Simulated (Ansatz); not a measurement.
The start is a relaxed CdSe cell deformed by the Cartesian strain tensor (xx, yy, zz, yz, xz, xy) = (0.053, -0.046, 0.053, -0.003, 0.028, 0.051). Cell shape, volume and atoms are optimised at zero target pressure with PBEsol (plane waves to 420 eV, PAW, scalar-relativistic; Ansatz, an electronic-structure program). The first steps use a coarse 5×5×1 k-mesh.

The start:
```
CdSe
1.0
    4.52881     0.22149     0.12042
   -2.07259     3.44258    -0.06952
    0.58979    -0.05266    22.18029
Cd Se
6 6
Cartesian
  0.58966  -0.05265  22.17537
  0.29476  -0.02632  11.08523
  2.81974   1.25132  18.53687
  0.32438   2.35134   7.38341
  2.42658   1.28642   3.75119
  0.52100   2.33378  14.77802
  0.51584  -0.04606  19.39913
  0.22094  -0.01973   8.30899
  2.74598   1.25790  15.76326
  0.25062   2.35793   4.60980
  2.35282   1.29300   0.97731
  0.44724   2.34037  12.00414
```

### Question
How much energy is released per atom?

### Answer
0.08 eV/atom.

### Question
Is the parent structure recovered?

### Answer
The parent structure is recovered, P6₃mc (No. 186).

### Question
How do the shortest distances between atoms change?

### Answer
The closest pairs of elements (up to four, under 3.6 Å), start → end: Cd–Se 2.54 → 2.63 Å.

### Question
Is the relaxed structure metallic? Give its gap.

### Answer
0.50 eV (no spin-orbit coupling).

Relaxed structure:

Space group P6₃mc (No. 186); a = 4.3008 Å, b = 4.3008 Å, c = 21.0649 Å, α = 90.00°, β = 90.00°, γ = 120.00°

```csv
atom,site,symmetry,x,y,z
Cd,2a,3m.,0.0000,0.0000,0.4998
Cd,2b,3m.,0.6667,0.3333,0.3332
Cd,2b,3m.,0.3333,0.6667,0.1665
Se,2a,3m.,0.0000,0.0000,0.3746
Se,2b,3m.,0.6667,0.3333,0.2081
Se,2b,3m.,0.3333,0.6667,0.0415
```

Final values are on a 7×2×7 k-mesh of the relaxed cell. No spin polarisation in the result.

The first start was generated by placing the elements on the sites of a structure type. A measured structure of CdSe has the same space group, P6₃mc (No. 186); the sites were not compared with it.
